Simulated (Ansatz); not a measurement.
Consider the following.

B4C:
```yaml
crystal:
  lattice:
    - [2.80841, 1.62143, 4.02009]
    - [-2.80841, 1.62143, 4.02009]
    - [0.00000, -3.24287, 4.02009]
  atoms:
    - { symbol: B, position: [0.30925, 0.80616, 0.80616] }
    - { symbol: B, position: [0.69075, 0.19384, 0.19384] }
    - { symbol: B, position: [0.80616, 0.30925, 0.80616] }
    - { symbol: B, position: [0.19384, 0.69075, 0.19384] }
    - { symbol: B, position: [0.80616, 0.80616, 0.30925] }
    - { symbol: B, position: [0.19384, 0.19384, 0.69075] }
    - { symbol: B, position: [0.67035, 0.99407, 0.99407] }
    - { symbol: B, position: [0.32965, 0.00593, 0.00593] }
    - { symbol: B, position: [0.99407, 0.67035, 0.99407] }
    - { symbol: B, position: [0.00593, 0.32965, 0.00593] }
    - { symbol: B, position: [0.99407, 0.99407, 0.67035] }
    - { symbol: B, position: [0.00593, 0.00593, 0.32965] }
    - { symbol: C, position: [0.61038, 0.61038, 0.61038] }
    - { symbol: C, position: [0.38962, 0.38962, 0.38962] }
    - { symbol: C, position: [0.50000, 0.50000, 0.50000] }
```

This is the PBEsol-relaxed structure. Tensor components refer to the Cartesian frame of this cell.

### Question
All from DFT-PBEsol in the program Ansatz with PAW potentials, unless another level is named. Estimate the formation energy from the elements (no fitted shifts).

### Answer
-0.029 eV/atom.

### Question
Next, the smallest direct gap on the standard path?

### Answer
1.48 eV.

### Question
Next, the electron effective mass?

### Answer
0.73, 1.1, 1.8 mₑ (principal values).

### Question
And the weight of the valence-edge state by species (Voronoi cells)?

### Answer
B 99 %.

### Question
Next, the conduction-band minimum?

### Answer
off the standard path, at k = (-0.104, -0.104, 0.432).

### Question
Give the weight of the conduction-edge state by species (Voronoi cells).

### Answer
C 53 %, B 47 %.

Space group R-3m. The workflow started from a Materials Project entry (that database holds measured and hypothetical structures alike); the Crystallography Open Database copy checked does not list it. Its standing as an ambient phase is unchecked. The PBEsol relaxation kept the symmetry of its start; phonons on a q-mesh show no instability. The references are the lowest solids computed at this level, not always the standard phases.

Potentials: the later of the program's two PAW sets.
